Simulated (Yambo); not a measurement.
Absorption of SrCl2 (fluorite, space group Fm-3m, No. 225) with and without the electron-hole interaction (Yambo, PBEsol bands; 8×8×8 mesh, 3 valence and 6 conduction bands, static screening with 42 bands and a 4 Ry block, scissor 2.74 eV, Tamm-Dancoff; field along x).

```
E (eV)  Im ε, BSE  Im ε, independent quasiparticles
------  ---------  --------------------------------
6.45         0.16                              0.04
6.55         0.19                              0.04
6.65         0.21                              0.05
6.75         0.24                              0.05
6.85         0.29                              0.05
6.95         0.34                              0.06
7.05         0.41                              0.06
7.15         0.52                              0.07
7.25         0.67                              0.07
7.35         0.90                              0.08
7.45         1.30                              0.08
7.55         2.06                              0.09
7.65         3.61                              0.10
7.75         6.24                              0.11
7.85         6.92                              0.12
7.95         6.08                              0.14
8.05         6.76                              0.17
8.15         5.76                              0.20
8.25         4.34                              0.25
8.35         3.80                              0.32
8.45         3.90                              0.37
8.55         4.14                              0.48
8.65         4.53                              0.70
8.75         4.77                              1.01
8.85         4.78                              1.13
8.95         4.06                              1.20
9.05         3.18                              1.45
9.15         2.87                              1.74
9.25         2.98                              1.98
9.35         3.33                              2.11
9.45         3.07                              2.13
9.55         2.47                              2.41
9.65         2.42                              2.78
9.75         2.23                              3.46
9.85         2.23                              4.17
9.95         1.96                              4.52
10.05        1.90                              5.16
```

The scissor comes from a G0W0 run whose convergence isn't established. Broadening 0.15 eV. The band window holds all transitions up to 10.1 eV. Fine structure above the onset can come from the mesh.

Geometry relaxed with PBEsol; primitive cell a = 4.883 Å, b = 4.883 Å, c = 4.883 Å, α = 60.00°, β = 60.00°, γ = 60.00°.
